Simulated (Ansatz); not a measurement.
## Relaxing a structure of SnTe

The start is a relaxed SnTe cell, doubled along one cell vector, shaken by Gaussian noise of σ = 0.08 Å a coordinate. The structure is fully relaxed (lattice and positions, P = 0) with PBE (plane waves to 420 eV, PAW, scalar-relativistic; Ansatz, a program for electronic structure). The first steps use a coarse 6×3×6 k-mesh.

Input geometry:
```
SnTe
1.0
    4.27363     0.00000     0.00000
   -4.27363     7.40214     0.00000
    0.00000     0.00000     4.16583
Sn Te
2 2
Direct
  0.97757   0.98987   0.96551
  0.00547   0.50547   0.99057
  0.36045   0.33444   0.49384
  0.34530   0.84178   0.48156
```

Problem. What is the largest force in the starting geometry, and on which atom (counted from 1)?

Solution. About 0.4 eV/Å, on Sn1 (atoms numbered as listed).

Problem. How much energy is released per atom?

Solution. 0.05 eV/atom.

Problem. How does the volume per atom move from start to end?

Solution. +13.3 %, from 32.95 to 37.31 Å³/atom.

Problem. How do the shortest distances between atoms change?

Solution. The closest pairs of elements (up to four, under 3.6 Å), start → end: Sn–Te 3.09 → 2.99 Å.

Problem. What band gap does the relaxed structure have at this level?

Solution. Zero (metallic).

Problem. Give the final cell and atomic positions.

Solution. 
```cif
data_SnTe
_chemical_formula_sum 'Sn1 Te1'
_space_group_name_H-M_alt 'P3m1'
_space_group_IT_number 156
_space_group_name_Hall 'P 3 -2"'
_cell_length_a 4.28355
_cell_length_b 4.28355
_cell_length_c 4.69620
_cell_angle_alpha 90.000
_cell_angle_beta 90.000
_cell_angle_gamma 120.000
loop_
_atom_site_label
_atom_site_type_symbol
_atom_site_symmetry_multiplicity
_atom_site_Wyckoff_symbol
_atom_site_fract_x
_atom_site_fract_y
_atom_site_fract_z
_atom_site_occupancy
Sn1 Sn 1 a 0.00000 0.00000 0.91204 1
Te1 Te 1 c 0.66667 0.33333 0.55370 1
```

Final values are on a 9×9×7 k-mesh of the relaxed cell. No spin polarisation in the result.

The relaxed structure here is a generated cell of SnTe: the first start was made by placing the elements on the sites of a structure type, and the end was not matched to a known phase here, so it may be hypothetical. Known forms of SnTe include space group No. 225.
